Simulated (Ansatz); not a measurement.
Input file for Ansatz (an electronic-structure program):

Ansatz 0.2 input:
```yaml
crystal:
  lattice:
    - [5.2491815863, 0.0, 0.0]
    - [0.0, 5.2491815863, 0.0]
    - [0.0, 0.0, 7.8700361577]
  atoms:
    - { symbol: W, position: [0.0, 0.5, 0.217023865] }
    - { symbol: W, position: [0.5, 0.0, 0.282976135] }
    - { symbol: W, position: [0.5, 0.0, 0.782976135] }
    - { symbol: W, position: [0.0, 0.5, 0.717023865] }
    - { symbol: O, position: [0.2898803534, 0.2898803534, 0.75] }
    - { symbol: O, position: [0.2101196466, 0.7898803534, 0.75] }
    - { symbol: O, position: [0.7101196466, 0.7101196466, 0.75] }
    - { symbol: O, position: [0.7898803534, 0.2101196466, 0.75] }
    - { symbol: O, position: [0.2101196466, 0.2101196466, 0.25] }
    - { symbol: O, position: [0.2898803534, 0.7101196466, 0.25] }
    - { symbol: O, position: [0.7898803534, 0.7898803534, 0.25] }
    - { symbol: O, position: [0.7101196466, 0.2898803534, 0.25] }
    - { symbol: O, position: [0.0, 0.5, 0.9941020463] }
    - { symbol: O, position: [0.5, 0.0, 0.5058979537] }
    - { symbol: O, position: [0.5, 0.0, 0.0058979537] }
    - { symbol: O, position: [0.0, 0.5, 0.4941020463] }
kpoints:
  mp_grid: { grid: [5, 5, 4] }
basis: { xc_grid: 2 }
hamiltonian:
  xc: pbesol
  pseudopotentials: { kind: paw }
scf:
  occupations: { method: fixed }
checkpoint: { read: static.run }
output: { bader: true, populations: true }
```

Output (shortened):

```
Pseudopotentials: kind: paw
Pseudopotential: W, paw, valence charge 14
Pseudopotential: O, paw, valence charge 6
Functional definition: PBEsol
Crystal: 16 atoms, lattice volume = 216.850 Å³
Basis set: ecut = 420 eV, 4219 PW (Γ), exchange–correlation on 72×72×108 points (8 copies of the dense FFT grid, shifted against one another)
Bands: 80, of which v1, the nominal top of the filled ones, is band 64 counted from 1 (63 counted from 0)
Symmetry: 16 space group operations
Space group: P4/ncc (ITA 130), of the structure as read, at distance tolerance 6.0e-5 Å
k-points: 18 of 100
PAW frozen core: W, regenerated for the run's functional, and the local potential with it
PAW frozen core: O, regenerated for the run's functional, and the local potential with it
Initial density: read from a saved state, or passed on in memory by an earlier SCF of this step, an earlier step, the calling program or the single point that …
Stability of the state it starts from, as read at its close in the unpolarized treatment …
Initial wavefunctions: pseudopotential atomic-orbital guess
Eigensolver: davidson
Functional: x = pbesol(κ = 0.804, μ = 0.12345679012345678), c = pbesol(β = 0.046)
iter 1 solved again at ethr=1.97e-8 eV; its pass at ethr=3.10e-3 eV (dr2=2.52e-5 eV) is discarded
SCF iter   1: F=—  HF=-47760.893880 eV  |F-HF|=—  |Δ(HF+E_count)|=         —  Δρ=2.18e-7  dr2=6.93e-11  ethr=1.97e-8  ⟨swp⟩=4.0  Hψ=9453  notcnv=0  defer=252
all-band conjugate gradients solve this SCF's bands
preconditioner: auto → Resta (q_TF=auto, 2.499 Å⁻¹)
SCF iter   2: F=-47760.893880 eV  HF=-47760.893880 eV  |F-HF|=1.09e-10  |Δ(HF+E_count)|=  5.09e-11  Δρ=1.18e-7  dr2=2.49e-11  ethr=1.00e-12  ⟨swp⟩=12.8  Hψ=7021  notcnv=0
SCF 1 converged in 2 iterations: F = -47760.893880 eV  dr2 = 2.49e-11
SCF converged after 2 iterations
Free energy (F): -47760.893880 eV
Harris-Foulkes:  -47760.893880 eV  (|F-HF|=1.09e-10)
Internal energy: -47760.893880 eV  (E = F + TS)
E sigma→0 (E₀):  -47760.893880 eV
Fermi energy:    5.991648 eV
--- Per-component energies (eV) ---
  E_band       = -1379.292039
  E_kinetic    = 3874.635629
  E_local      = -10632.767652  (includes V_loc(G=0)·N_el)
  E_nonlocal   = 580.891259
  E_hartree    = 3892.444825
  E_xc         = -1920.349539
  E_vxc        = -2056.025301  (∫ρ·V_xc dr)
  E_paw        = -35568.293331  (= ΣΔE_a)
  E_vpaw       = -930.945037  (= ΣTr[D̂ρ^β])
  E_aug_tail   = 0.029360  (compensation charges beyond the density's cutoff)
  E_ewald      = -7988.795055
  E_core_change = 1.310624  (= ΣΔE_core)
  E_smearing   =  0.000000  (= −TS)
  E_closure    =  0.000000  (closes the sum)
  Σ components = -47760.893880   (vs F -47760.893880, Δ=0.00e0)
  [band-id]    e_kinetic+e_local+e_nonlocal+2·e_hartree+e_vxc+e_vpaw+e_augmentation_tail = -1379.292094   (vs E_band -1379.292039, Δ=-5.45e-5)
--- Band table (eV; the first three rows and the last of 18) ---
  k-point 0: bands = ["-68.3258", "-68.3256", "-68.3248", "-68.3246", "-32.7317", "-32.7261", "-32.6838", "-32.6792", "-32.6555", "-32.6555", "-32.6528", "-32.6528", "-32.5731", "-32.5731", "-32.5708", "-32.5708", "-12.1727", "-11.9237", "-11.3476", "-11.3335", "-11.3215", "-11.1616", "-10.3126", "-10.2255", "-10.0713", "-10.0713", "-10.0543", "-10.0543", "-0.8293", "-0.8291", "-0.5833", "-0.4592", "-0.2353", "-0.1838", "0.5190", "0.5885", "0.7719", "0.7719", "2.1253", "2.1253", "2.9204", "2.9204", "3.0027", "3.4103", "3.4103", "3.4614", "3.4614", "3.6408", "3.6408", "3.7807", "3.9599", "4.7127", "4.7127", "4.8316", "4.8438", "5.0041", "5.2439", "5.2439", "5.2745", "5.2745", "5.9319", "5.9362", "5.9619", "5.9619", "7.0284", "7.0295", "7.9338", "7.9338", "10.0976", "10.0976", "10.8337", "10.8340", "11.2348", "11.2348", "11.2942", "11.9047", "11.9047", "12.7588", "12.7638", "12.8198"]
  k-point 1: bands = ["-68.3258", "-68.3257", "-68.3248", "-68.3247", "-32.7247", "-32.7193", "-32.6909", "-32.6861", "-32.6551", "-32.6551", "-32.6532", "-32.6532", "-32.5728", "-32.5728", "-32.5712", "-32.5712", "-12.1204", "-11.9472", "-11.3317", "-11.3233", "-11.2068", "-11.0708", "-10.4781", "-10.4122", "-10.0688", "-10.0688", "-10.0568", "-10.0568", "-0.8293", "-0.8292", "-0.4910", "-0.4601", "0.0949", "0.3521", "0.5288", "0.5779", "0.9125", "0.9125", "1.8366", "1.8366", "2.4545", "2.9316", "2.9316", "3.0976", "3.3349", "3.3349", "3.5356", "3.5356", "3.7056", "3.7056", "4.0331", "4.5587", "4.8566", "4.8566", "4.8668", "4.9806", "5.2499", "5.2499", "5.2745", "5.2745", "5.8284", "5.8284", "5.9351", "5.9359", "7.0285", "7.0293", "8.2850", "8.2850", "9.8122", "9.8122", "10.8336", "10.8338", "11.2777", "11.2777", "11.7480", "11.7480", "11.9966", "12.7594", "12.7628", "13.1294"]
  k-point 2: bands = ["-68.3257", "-68.3257", "-68.3247", "-68.3247", "-32.7079", "-32.7079", "-32.7027", "-32.7027", "-32.6541", "-32.6541", "-32.6541", "-32.6541", "-32.5720", "-32.5720", "-32.5720", "-32.5720", "-12.0194", "-12.0194", "-11.3275", "-11.3275", "-10.8474", "-10.8474", "-10.7959", "-10.7959", "-10.0628", "-10.0628", "-10.0628", "-10.0628", "-0.8291", "-0.8291", "-0.4646", "-0.4646", "0.5531", "0.5531", "1.2097", "1.2097", "1.3074", "1.3074", "1.3074", "1.3074", "1.6345", "1.6345", "3.1442", "3.1442", "3.1442", "3.1442", "3.6070", "3.6070", "3.6070", "3.6070", "4.2384", "4.2384", "4.9244", "4.9244", "5.2424", "5.2424", "5.2424", "5.2424", "5.4057", "5.4057", "5.4057", "5.4057", "5.9358", "5.9358", "7.0288", "7.0288", "9.0773", "9.0773", "9.0773", "9.0773", "10.8337", "10.8337", "11.4604", "11.4604", "11.4604", "11.4604", "12.7609", "12.7609", "13.0457", "13.0457"]
  k-point 17: bands = ["-68.3253", "-68.3253", "-68.3252", "-68.3252", "-32.7056", "-32.7056", "-32.7053", "-32.7053", "-32.6582", "-32.6582", "-32.6502", "-32.6502", "-32.5762", "-32.5762", "-32.5684", "-32.5684", "-11.6420", "-11.6420", "-11.5102", "-11.5102", "-10.8065", "-10.8065", "-10.7909", "-10.7909", "-10.3127", "-10.3127", "-10.1484", "-10.1484", "-0.7197", "-0.7197", "-0.3729", "-0.3729", "1.2358", "1.2358", "1.2430", "1.2430", "1.4258", "1.4258", "1.5267", "1.5267", "2.3085", "2.3085", "2.8402", "2.8402", "2.9850", "2.9850", "3.2635", "3.2635", "3.4902", "3.4902", "3.9712", "3.9712", "4.1536", "4.1536", "4.5252", "4.5252", "4.6500", "4.6500", "4.8674", "4.8674", "5.3304", "5.3304", "5.3620", "5.3620", "9.1498", "9.1498", "9.3363", "9.3363", "9.9788", "9.9788", "10.2328", "10.2328", "11.1637", "11.1637", "11.4247", "11.4247", "13.0474", "13.0474", "13.4974", "13.4974"]
  band table: 80 of 80 bands, residual norms ≤ 1.0e-3 eV
--- Löwdin populations: 16 sites ---
  site symbol       q [e]
     0      W     12.1533
     1      W     12.1533
     2      W     12.1533
     3      W     12.1533
     4      O      6.5851
     5      O      6.5851
     6      O      6.5851
     7      O      6.5851
     8      O      6.5851
     9      O      6.5851
    10      O      6.5851
    11      O      6.5851
    12      O      6.5184
    13      O      6.5184
    14      O      6.5184
    15      O      6.5184
  spilling = 0.004939 (of n_electrons = 128.000000)
--- Bader charges: 16 sites ---
  site symbol  charge [e]  shift [e]
     0      W      3.0372     0.0080
     1      W      3.0373     0.0080
     2      W      3.0372     0.0080
     3      W      3.0372     0.0080
     4      O     -1.0378     0.0025
     5      O     -1.0378     0.0025
     6      O     -1.0378     0.0025
     7      O     -1.0378     0.0025
     8      O     -1.0378     0.0025
     9      O     -1.0378     0.0025
    10      O     -1.0378     0.0025
    11      O     -1.0378     0.0025
    12      O     -0.9616     0.0030
    13      O     -0.9616     0.0030
    14      O     -0.9616     0.0030
    15      O     -0.9616     0.0030
  shift: an alarm, by how much a part of what the PAW files miss would move the charge. Where it is large, compare
  with a run on PAW files of another source; a small one proves nothing
  estimated error of the sums over rays = 3.3e-4 e
```

Cost: about 4 core-minutes (a rough figure) on shared cores.

The workflow started from a Materials Project entry (that database holds measured and hypothetical structures alike); the Crystallography Open Database files this formula in space group No. 130, but the cells were not matched. Its standing as an ambient phase is unchecked. The PBEsol relaxation kept the symmetry of its start; its stability against distortions is not shown here. No spin polarisation was allowed. No Hubbard U is applied. Scalar-relativistic: spin–orbit coupling is off unless named, which matters more the heavier the elements.

Potentials: the later of the program's two PAW sets.

Ansatz is a plane-wave DFT program.
